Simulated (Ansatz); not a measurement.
Data:

In₂Au:
```cif
data_AuIn2
_chemical_formula_sum 'In2 Au1'
_space_group_name_H-M_alt 'P 1'
_space_group_IT_number 1
_cell_length_a 4.62154
_cell_length_b 4.62154
_cell_length_c 4.62154
_cell_angle_alpha 60.000
_cell_angle_beta 60.000
_cell_angle_gamma 60.000
loop_
_space_group_symop_operation_xyz
  'x, y, z'
loop_
_atom_site_label
_atom_site_type_symbol
_atom_site_fract_x
_atom_site_fract_y
_atom_site_fract_z
_atom_site_occupancy
In1 In 0.75000 0.75000 0.75000 1
In2 In 0.25000 0.25000 0.25000 1
Au1 Au 0.00000 0.00000 0.00000 1
```

This is the PBEsol-relaxed structure.

**Question.** All from PBEsol in the plane-wave PAW code Ansatz, unless another level is named. Estimate the Young's modulus.

**Answer.** 60.6 GPa.

**Question.** Give the highest zone-centre frequency.

**Answer.** 121 cm⁻¹.

Space group Fm-3m (fluorite or antifluorite type). The first step of the workflow began from a Materials Project structure, measured or hypothetical; the Crystallography Open Database files this formula in space group No. 225, but the cells were not matched. Its standing as an ambient phase is unchecked. The cell was relaxed with PBEsol under the symmetry of its start; of distortions, only those at the zone centre were tested. As this level gives no gap, phonon frequencies hold no LO–TO term and depend on the k-mesh and smearing (Fermi–Dirac, 0.1 eV here). Spin–orbit coupling is left out wherever it is not named.

Potentials: the later of the program's two PAW sets.
